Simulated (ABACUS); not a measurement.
Band structure of the (101) slab of Te (cut from a parent of space group no. 26; 12 atoms in the cell).

```
CELL_PARAMETERS angstrom
      4.62481     0.00000     0.00000
      0.00000     9.27847     0.00000
      0.00000     0.00000    24.12550
ATOMIC_POSITIONS crystal
  Te 0.54527 0.75576 0.33160
  Te 0.45473 0.20163 0.39287
  Te 0.98747 0.97725 0.36204
  Te 0.01253 0.42312 0.42331
  Te 0.54527 0.64750 0.45415
  Te 0.45473 0.09338 0.51542
  Te 0.98747 0.86899 0.48458
  Te 0.01253 0.31487 0.54585
  Te 0.54527 0.53925 0.57669
  Te 0.45473 0.98512 0.63796
  Te 0.98747 0.76074 0.60713
  Te 0.01253 0.20661 0.66840
```

Computed with PBEsol, numerical atomic orbitals TZDP (confined pseudo-atomic orbitals; energy shift 0.01 Ry), PseudoDojo 0.4 standard norm-conserving PBEsol (tails mended) pseudopotentials (ABACUS).

Settings: basis = TZDP numerical atomic orbitals, energy shift 0.01 Ry; KPT = Gamma 4 2 1 0 0 0; basis_type = lcao; ecutwfc = 100 Ry; smearing_method = fd; smearing_sigma = 0.00734986 Ry; potentials = PseudoDojo 0.4 standard norm-conserving PBEsol (tails mended); symmetry = 1; ks_solver = genelpa; scf_nmax = 100; scf_thr = 1.0e-06; mixing_type = broyden.

Spin-orbit coupling is left out, which matters for bands and gaps with elements this heavy. The atom-centred basis is finite, which shifts total energies against plane waves. Forces and stress are left out: the polarisation orbitals used for some of these elements are too diffuse to give them reliably, and gaps can carry the same lack. The bare cut can leave dangling bonds, and the run has no spin polarisation, so a lower magnetic or reconstructed surface may exist. No clean gap shows at this smearing width and mesh (spacing up to 0.34 Å⁻¹); the mesh is coarse for partly filled bands, so the values carry mesh errors. Semi-local functionals can close small gaps.

Points are given in units of this cell's reciprocal vectors. Levels in eV from the Fermi level, bands 93 to 98:
```csv
point,93,94,95,96,97,98
Γ (0 0 0),-0.86,-0.74,-0.71,-0.27,0.04,0.10
X (0.5 0 0),-1.09,-1.06,-0.12,-0.10,0.80,0.97
S (0.5 0.5 0),-0.38,-0.36,0.05,0.09,0.41,0.55
Y (0 0.5 0),-1.00,-0.84,-0.76,-0.56,-0.48,-0.07
```

4 bands cross the Fermi level along this path, so the cell has no gap at this level.

Higher empty bands are left out: an atom-centred basis made for the valence describes them poorly.

The atomic orbitals were generated for these runs; they are not ABACUS's published sets and were checked against plane waves on a few crystals only.

“Tails mended”: in these copies of the files the far tail of each local potential was reset to the Coulomb form.
